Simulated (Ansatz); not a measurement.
Total density of states per atom from r²SCAN (plane waves, PAW; program Ansatz), in 0.25 eV bins, energy from the Fermi level:

| E (eV) | states/eV/atom |
|---|---|
| -7.85 | 0.62 |
| -7.60 | 0.74 |
| -7.35 | 1.12 |
| -7.10 | 1.06 |
| -6.85 | 0.88 |
| -6.60 | 0.41 |
| -6.35 | 0.37 |
| -6.10 | 0.68 |
| -5.85 | 0.42 |
| -5.60 | 0.00 |
| -5.35 | 0.00 |
| -5.10 | 0.05 |
| -4.85 | 0.13 |
| -4.60 | 0.24 |
| -4.35 | 0.38 |
| -4.10 | 0.77 |
| -3.85 | 1.02 |
| -3.60 | 0.72 |
| -3.35 | 1.07 |
| -3.10 | 0.63 |
| -2.85 | 0.30 |
| -2.60 | 0.41 |
| -2.35 | 0.33 |
| -2.10 | 0.29 |
| -1.85 | 0.63 |
| -1.60 | 0.47 |
| -1.35 | 0.34 |
| -1.10 | 0.32 |
| -0.85 | 0.50 |
| -0.60 | 0.79 |
| -0.35 | 0.81 |
| -0.10 | 0.88 |
| 0.15 | 0.54 |
| 0.40 | 0.41 |
| 0.65 | 0.48 |
| 0.90 | 0.53 |
| 1.15 | 0.57 |
| 1.40 | 0.93 |
| 1.65 | 0.98 |
| 1.90 | 0.84 |
| 2.15 | 0.75 |
| 2.40 | 0.89 |
| 2.65 | 1.05 |
| 2.90 | 0.81 |
| 3.15 | 0.85 |
| 3.40 | 0.66 |
| 3.65 | 0.74 |
| 3.90 | 0.72 |
| 4.15 | 0.66 |
| 4.40 | 0.56 |
| 4.65 | 0.57 |

Q: Pick the material that matches.
A) SnMo2N, P6_3/mmc (Sn on 2d, Mo on 4f, N on 2a)
B) SiMo2N, P6_3/mmc (Si on 2d, Mo on 4f, N on 2a)
C) Si3N4, Fd-3m (Si on 16c, Si on 8b, N on 32e)
D) LaZrNO2, I2_12_12_1 (Pearson symbol oI20)

A: A, SnMo2N, P6_3/mmc (Sn on 2d, Mo on 4f, N on 2a). Within 0.5 eV of the Fermi level: Mo 4d 84 %, Sn 5p 8 %. Projections are on Löwdin-orthogonalised atomic valence shells; empty p or d shells of many metals are not among them.

The start of the workflow was typed in or built on a structure type; neither database checked (COD, Materials Project) lists it. Whether it is the stable phase at ambient conditions was not checked. The r²SCAN relaxation kept the symmetry of its start; whether a distortion lowers the energy is not shown. The workflow began spin-polarised and lost its moments. Spin–orbit coupling is left out wherever it is not named.

Potentials: the earlier of the program's two PAW sets.
